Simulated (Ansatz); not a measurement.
ScPd3N (anti-perovskite, Pm-3m) under volume change, DFT-PBE in the program Ansatz with PAW potentials, scaled uniformly.

```json
[
 {"V (Å³/atom)": "13.516", "E − E(relaxed) (meV/atom)": "71.9", "P (GPa)": "18.89"},
 {"V (Å³/atom)": "13.962", "E − E(relaxed) (meV/atom)": "30.0", "P (GPa)": "11.46"},
 {"V (Å³/atom)": "14.408", "E − E(relaxed) (meV/atom)": "?", "P (GPa)": "?"},
 {"V (Å³/atom)": "14.853", "E − E(relaxed) (meV/atom)": "0.0", "P (GPa)": "0.00"},
 {"V (Å³/atom)": "15.299", "E − E(relaxed) (meV/atom)": "?", "P (GPa)": "?"},
 {"V (Å³/atom)": "15.744", "E − E(relaxed) (meV/atom)": "23.6", "P (GPa)": "-8.02"},
 {"V (Å³/atom)": "16.190", "E − E(relaxed) (meV/atom)": "50.3", "P (GPa)": "-11.07"}
]
```

**Question.** Complete the blanks.

**Answer.** 
- 14.408, E − E(relaxed) (meV/atom): 7.0
- 14.408, P (GPa): 5.22
- 15.299, E − E(relaxed) (meV/atom): 6.3
- 15.299, P (GPa): -4.37

**Question.** What does a third-order Birch–Murnaghan fit give for V₀, B₀ and B′?

**Answer.** V₀ = 14.85 Å³/atom, B₀ = 159 GPa, B′ = 4.9.

The start of the workflow was typed in or built on a structure type; neither database checked (COD, Materials Project) lists it. Its standing as an ambient phase is unchecked. Symmetry was held in the PBE relaxation; whether a distortion lowers the energy is not shown. The run is not spin-polarised.

Potentials: the earlier of the program's two PAW sets.
